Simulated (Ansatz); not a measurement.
Data:

SnS₂:
```yaml
crystal:
  lattice:
    - [-3.41927, 5.11122, 3.26661]
    - [3.41927, -5.11122, 3.26661]
    - [3.41927, 5.11122, -3.26661]
  atoms:
    - { symbol: S, position: [0.87628, 0.80987, 0.68616] }
    - { symbol: S, position: [0.37628, 0.69013, 0.06641] }
    - { symbol: S, position: [0.62372, 0.30987, 0.93359] }
    - { symbol: S, position: [0.12372, 0.19013, 0.31384] }
    - { symbol: Sn, position: [0.75000, 0.75000, 0.00000] }
    - { symbol: Sn, position: [0.25000, 0.25000, 0.00000] }
```

This is the PBE-relaxed structure. x, y and z are the axes in which the lattice vectors are written.

Question: All from PBE in the plane-wave PAW code Ansatz, unless another level is named. Estimate the hole effective mass.

Answer: 2.9, 4.2, 6.4 mₑ (principal values).

Question: What about the smallest direct gap on the standard path?

Answer: 2.45 eV.

Question: What about the valence-band maximum?

Answer: off the standard path, at k = (0.312, -0.312, -0.333).

Space group Ibam. A made-up cell: these elements were put on the sites of a structure type; neither database checked (COD, Materials Project) lists it. It is not the phase usual at ambient conditions (space group No. 164). The cell was relaxed with PBE under the symmetry of its start; whether a distortion lowers the energy is not shown. A crystal of weakly bound chains computed without a dispersion correction: the cell and the soft elastic constants depend strongly on that. Scalar-relativistic: spin–orbit coupling is off unless named, which matters more the heavier the elements.

Potentials: the later of the program's two PAW sets.
